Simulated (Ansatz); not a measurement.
CdF2:
```cif
data_CdF2
_chemical_formula_sum 'Cd1 F2'
_space_group_name_H-M_alt 'P 1'
_space_group_IT_number 1
_cell_length_a 3.80704
_cell_length_b 3.80704
_cell_length_c 3.80704
_cell_angle_alpha 60.000
_cell_angle_beta 60.000
_cell_angle_gamma 60.000
loop_
_space_group_symop_operation_xyz
  'x, y, z'
loop_
_atom_site_label
_atom_site_type_symbol
_atom_site_fract_x
_atom_site_fract_y
_atom_site_fract_z
_atom_site_occupancy
Cd1 Cd 0.00000 0.00000 0.00000 1
F1 F 0.25000 0.25000 0.25000 1
F2 F 0.75000 0.75000 0.75000 1
```

Relaxed with PBEsol. The program Ansatz at the PBEsol level (PAW) gives a gap of 2.94 eV.

Question: What gap does HSE06 give on the same cell (Ansatz, PAW)?

Answer: 5.22 eV, 2.27 eV more. The hybrid was solved on a coarser mesh and at special points; its gap is the smallest among all of these.

```
k  v1 PBEsol  c1 PBEsol  v1 HSE06  c1 HSE06
-  ---------  ---------  --------  --------
Γ      -0.49       2.94     -0.58      5.22
X      -0.09       7.92         ?         ?
L      -0.39       7.09         ?         ?
W       0.00       7.99         ?         ?
K      -0.20       7.88         ?         ?
```

Question: Top valence (v1) and lowest conduction level (c1) in eV from each method's valence maximum (which need not be a listed point): supply the withheld HSE06 values.

Answer: 
- W, v1 HSE06: 0.00
- W, c1 HSE06: 10.56
- K, v1 HSE06: -0.22
- K, c1 HSE06: 10.43
- X, v1 HSE06: -0.09
- X, c1 HSE06: 10.48
- L, v1 HSE06: -0.45
- L, c1 HSE06: 9.55

Cost on shared cores: the PBEsol run (SCF on a 9×9×9 mesh, then bands and DOS) around 5 core-seconds (rough), the HSE06 run (SCF on 7×7×7, then a few points) around 2.8 core-minutes (rough); the tasks are unlike.

Space group Fm-3m (fluorite). The cell was relaxed with PBEsol under the symmetry of its start. Scalar-relativistic: spin–orbit coupling is off unless named, which matters more the heavier the elements.

Potentials: the later of the program's two PAW sets.
